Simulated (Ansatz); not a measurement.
TaN, DFT, PBEsol, all-electron PAW with datasets made for the crystal, scalar-relativistic (Ansatz 0.2.0), run on 1 thread of Arm Neoverse V2 on a shared host.

The cell comes from COD entry 1538016, which wasn't checked; take it as a given geometry. The listed cell was then made from it by scaling, straining or moving an atom.

Command: `ansatz run input.yaml --threads 1 --pin off --max-ram 3072MiB --backend cpu --events-out ev --progress --plain --runs-dir out`

```yaml
crystal:
  lattice:
    - [2.8785330664, 0.0, 0.0]
    - [-1.4392665332, 2.4928827612, 0.0]
    - [0.0, 0.0, 2.8246473979]
  atoms:
    - { symbol: Ta, position: [0.3333333333, 0.6666666667, 0.5] }
    - { symbol: "N", position: [0.0, 0.0, 0.0] }
kpoints:
  mp_grid: { grid: [12, 12, 10] }
scf:
  occupations: { method: fermi_dirac, width: 0.02 }
hamiltonian:
  xc: pbesol
  pseudopotentials: { kind: all_electron, datasets: crystal }
output:
  forces: true
  stress: true
  eigenvalues: true
  efg: { contact_densities: true }
```

Task: How large is the problem that the program sets up?

Result: 114 irreducible k-points, 491 plane waves at Γ, 22 bands.

Task: Estimate the wall time and the peak memory.

Result: 26 s of wall time for 9 SCF iterations, with a peak of 0.7 GiB. Times on shared machines scatter by tens of per cent.

Task: And the same cell and mesh by full-potential LAPW, asked for forces, stress, eigenvalues, on the same hardware?

Result: 46 s, peak memory 0.48 GiB.

Task: And the same cell and mesh by frozen-core PAW, asked for forces, stress, eigenvalues, efg, on the same hardware?

Result: 4.5 s, peak memory 0.38 GiB.
